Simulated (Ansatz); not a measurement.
# ScZn3, a known structure type with other elements, at an estimated volume

```
CELL_PARAMETERS angstrom
2.79240 4.83657 0.00000
-2.79240 4.83657 0.00000
0.00000 0.00000 4.28167
ATOMIC_POSITIONS crystal
Sc 0.33330 0.33340 0.25000
Sc 0.66660 0.66670 0.75000
Zn 0.83300 0.83300 0.25000
Zn 0.16700 0.66600 0.75000
Zn 0.33400 0.83300 0.25000
Zn 0.16700 0.16700 0.75000
Zn 0.83300 0.33400 0.25000
Zn 0.66600 0.16700 0.75000
```

Method: r2SCAN, no spin polarisation; PAW, plane waves to 500 eV, 7×7×8 Γ-centred mesh, fermi-dirac occupations (width 0.1 eV) (Ansatz 0.2.0), atoms fixed.

**Question.** Where is the largest force?

**Answer.** The largest is on Zn6 (and as large on other atoms): 0.65 eV/Å, components (0.00, -0.65, 0.00). It makes 127° with the line to a nearest neighbour, Sc1 at 2.68 Å.

**Question.** What do density and ELF say about some of the short contacts?

**Answer.** Sc–Zn at 2.68 Å: least valence density 0.20 e/Å³ and ELF 0.12 there. Zn–Zn at 2.68 Å: least valence density 0.25 e/Å³ and ELF 0.39 there. These are pseudo-fields; inside the PAW spheres they differ from the all-electron ones.

**Question.** Is there a gap?

**Answer.** It is a metal, with about 3.8 states/eV a cell as the mean within 0.25 eV of the Fermi level.

**Question.** Is the cell too large or too small?

**Answer.** The pressure is 11.9 GPa (compression positive), so with the atoms held at these fractions the cell would first expand. The principal stresses 11.1, 12.3, 12.3 GPa differ, so its shape would change too.

Origin: a known structure type with other elements, at an estimated volume, so it need not be a known compound.
